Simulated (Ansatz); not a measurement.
Al3GaAs4 in space group P-4m2 (No. 115; Pearson symbol tP8), DFT-PBE in the program Ansatz with PAW potentials, all energies at zero smearing, with the estimated change up to a 700 eV cutoff added, with one set of potentials and settings (totals compare only within such a set). Cell of 8 atoms (1 Ga, 4 As, 3 Al): -24823.727 eV.

```tsv
element	reference phase	E (eV/atom)
Ga	Cmce, 4 atoms in the cell	-3783.0259
As	R-3m, 2 atoms in the cell	-4856.1443
Al	Fm-3m, 1 atoms in the cell	-537.5055
```

Formation energy per atom, worked out: (-24823.727 − 1×(-3783.0259) − 4×(-4856.1443) − 3×(-537.5055))/8 = -0.451 eV/atom (-44 kJ per mol of atoms), at 0 K, without zero-point energy or fitted corrections.

The start of the workflow was typed in or built on a structure type; neither database checked (COD, Materials Project) lists it. Its standing as an ambient phase is unchecked. The cell was relaxed with PBE under the symmetry of its start; its stability against distortions is not shown here. The references are the lowest solids computed at this level, not always the standard phases.

Potentials: the earlier of the program's two PAW sets.
